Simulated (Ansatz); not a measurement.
Be$_{3}$N$_{2}$:
```
CELL_PARAMETERS angstrom
      1.41352     0.81610     4.84504
     -1.41352     0.81610     4.84504
      0.00000    -1.63219     4.84504
ATOMIC_POSITIONS crystal
  Be 0.14103 0.14103 0.14103
  Be 0.68231 0.68231 0.68231
  Be 0.91117 0.91117 0.91117
  N  0.79583 0.79583 0.79583
  N  0.29156 0.29156 0.29156
```

Relaxed with HSE06.

### Question
Give the Bader charges and basin volumes of the independent atoms, DFT-HSE06 in the program Ansatz with PAW potentials.

### Answer


```csv
atom,Bader charge (e),Bader volume (Å³)
Be1,+1.70,1.4
Be2,+1.72,1.5
Be3,+1.71,1.4
N4,-2.58,14.6
N5,-2.55,14.6
```

Space group R3m. The workflow started from a Materials Project entry (that database holds measured and hypothetical structures alike); the Crystallography Open Database copy checked does not list it. COD files the formula under space group No. 206. Its standing as an ambient phase is unchecked. The HSE06 relaxation kept the symmetry of its start; its stability against distortions is not shown here.

Potentials: the later of the program's two PAW sets.
